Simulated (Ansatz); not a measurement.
Starting cell, Sb (space group R-3m):

```xyz
4
Lattice="4.3743 2.5255 7.6934 0.0000 2.5255 7.6934 2.1872 -1.2628 7.6934" Properties=species:S:1:pos:R:3 pbc="T T T"
Sb     4.3743     2.5255    10.7777
Sb     2.1872     1.2628     6.9310
Sb     4.3743     2.5255    16.1493
Sb     2.1872     1.2628    12.3025
```

A phonon eigenvector at T = (0.5, 0.5, 0.5) is frozen into this cell: atom i moves by Q times the vector below, so Q is the largest atomic displacement, in Å. The cell is held. It is one choice among 2 degenerate patterns. (q is in reciprocal vectors of the primitive cell; the cell shown is doubled to hold the pattern.)

| atom | x | y | z |
|---|---|---|---|
| Sb1 | 0.000 | 1.000 | 0.000 |
| Sb2 | 0.000 | -1.000 | 0.000 |
| Sb3 | 0.000 | 1.000 | 0.000 |
| Sb4 | 0.000 | -1.000 | 0.000 |

These are PBE (plane waves to 420 eV, PAW, scalar-relativistic; Ansatz, a first-principles code) values and carry that method's errors. k mesh 13×13×13 (Γ-centred), Fermi-Dirac smearing 0.05 eV. Energies are smeared free energies. Stress and pressure are positive under compression. With partly filled bands, energies and forces of such displacements shift with the k mesh and the smearing. Sb was relaxed with its symmetry unable to fall. Spin-orbit coupling is left out, though Sb is heavy. The zero of ΔE is the undisplaced structure.

| Q (Å) | ΔE (eV/cell) | −dE/dQ from forces (eV/Å) | P (GPa) |
|---|---|---|---|
| -0.100 | 0.186 | 3.710 | 0.5 |
| -0.083 | 0.129 | 3.099 | 0.4 |
| -0.067 | 0.083 | 2.485 | 0.2 |
| -0.050 | 0.047 | 1.866 | 0.1 |
| -0.033 | 0.021 | 1.245 | 0.1 |
| -0.017 | 0.005 | 0.623 | 0.0 |
| 0.000 | 0.000 | 0.000 | 0.0 |
| 0.017 | 0.005 | -0.623 | 0.0 |
| 0.033 | 0.021 | -1.245 | 0.1 |
| 0.050 | 0.047 | -1.866 | 0.1 |
| 0.067 | 0.083 | -2.485 | 0.2 |
| 0.083 | 0.129 | -3.099 | 0.4 |
| 0.100 | 0.186 | -3.710 | 0.5 |

Key numbers:

```
Property                                                                                                              Value
-----------------------------------------------------------  --------------------------------------------------------------
Energy at Q = 0.100 Å                                                                                          186 meV/cell
Space group of the distorted cell                                                          C2/m (No. 12), lowered from R-3m
Symmetry of the curve                                                                         even: the same for both signs
Shape of the curve                                           a single well with its minimum at or next to zero displacement
Harmonic wavenumber from the curvature (finite differences)                                                        145 cm⁻¹
Wavenumber by perturbation theory (DFPT, on another k mesh)                                                        145 cm⁻¹
```

(For displaced atoms, the force is minus the slope of the energy, and its curvature is a force constant, which sets phonon frequencies.)
